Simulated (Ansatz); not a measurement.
LiF (rock salt, space group No. 225), LDA in the plane-wave PAW code Ansatz. The conduction-band minimum lies at Γ, with 1 equivalent valley. Second derivatives d²E/dk² of the lowest band at one valley (eV·Å²), along Cartesian directions:

```
direction  d²E/dk²
---------  -------
[100]        7.851
[010]        7.851
[001]        7.851
[110]        7.849
[101]        7.849
[011]        7.849
```

### Question
Find the principal effective masses, the density-of-states mass and the conductivity mass.

### Answer
Off-diagonal terms follow from H_xy = H[110] − (H_xx + H_yy)/2, and m*/mₑ = 7.620 eV·Å² over each eigenvalue: 0.97, 0.97, 0.97. One valley's DOS mass (m₁m₂m₃)^(1/3) = 0.97, conductivity mass 3/(Σ 1/mᵢ) = 0.97 mₑ.

### Question
What effective density of states Nc follows at 300 K for parabolic valleys?

### Answer
Nc = 2.509e19 × 1 × (0.97)^(3/2) ≈ 2.4e19 cm⁻³.

### Question
With the computed static dielectric constant 8.23 (mean of the diagonal), estimate a hydrogenic donor's binding energy and radius.

### Answer
E = 13.606 eV × 0.97/8.23² ≈ 190 meV; a = 0.529 Å × ε/m* ≈ 4.5 Å. Semilocal masses tend to be too small where the gap is.

### Question
With ε∞ = 2.12 and ω_LO = 668 cm⁻¹, what Fröhlich coupling constant follows?

### Answer
α = (1/ε∞ − 1/ε0) √(m* × 13.606 eV/ħω_LO) = 4.4.

Space group Fm-3m (rock salt). The cell was relaxed with LDA under the symmetry of its start; phonons on a q-mesh show no instability.

Potentials: the earlier of the program's two PAW sets.
